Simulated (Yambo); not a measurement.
**Bethe-Salpeter results for PNO**

```
PNO
1.0
   -2.22378     2.38856     3.50218
    2.22378    -2.38856     3.50218
    2.22378     2.38856    -3.50218
N O P
2 2 2
Direct
  0.00000   0.00000   0.00000
  0.50000   0.71592   0.21592
  0.12288   0.85796   0.48084
  0.87712   0.35796   0.73508
  0.86083   0.96879   0.60796
  0.13917   0.74713   0.10796
```

The geometry is that of Materials Project entry mp-753671, symmetrised and not relaxed again.

BSE in Yambo on norm-conserving LDA (Quantum ESPRESSO, 84 Ry, no spin-orbit coupling) bands: 6×6×6 mesh, 6 valence and 6 conduction bands, static screening with 43 bands and a 3 Ry block, scissor 2.39 eV, Tamm-Dancoff; field along x.

```tsv
state	energy (eV)	states within 2 meV	relative strength	class	main transitions
1	7.02	1	< 0.01	dark	VB → CB (89 %)
2	7.06	1	< 0.01	dark	VB → CB (77 %)
3	7.10	1	< 0.01	dark	VB → CB (69 %)
4	7.35	1	0.25	strong	VB → CB (72 %)
5	7.40	1	< 0.01	dark	several band pairs
6	7.48	1	< 0.01	dark	several band pairs
7	7.57	1	< 0.01	dark	VB → CB (82 %)
8	7.63	1	0.23	weak	VB → CB (94 %)
9	7.65	1	< 0.01	dark	VB → CB (69 %)
10	7.68	1	< 0.01	dark	VB → CB (89 %)
```

These are vertical excitations (zero momentum); the indirect quasiparticle gap, about 7.39 eV, is smaller than the direct one (7.93 eV on the GW mesh). The direct quasiparticle gap on this mesh is 7.93 eV; counted from there, state 1 is bound by 0.92 eV. On a 4×4×4 mesh the same difference is 0.95 eV.

Spin singlets only. Strengths are relative to the strongest of the lowest states of this run; strong means a line over 3 % of the spectrum's maximum, dark under 0.03 %. Absolute energies carry the error of the G0W0 scissor, whose convergence isn't established; the long-wavelength screening was taken along (1,1,1) although the crystal is anisotropic.

The structure is a Materials Project entry; no match was found in the copy of COD used, and its stability was not checked.
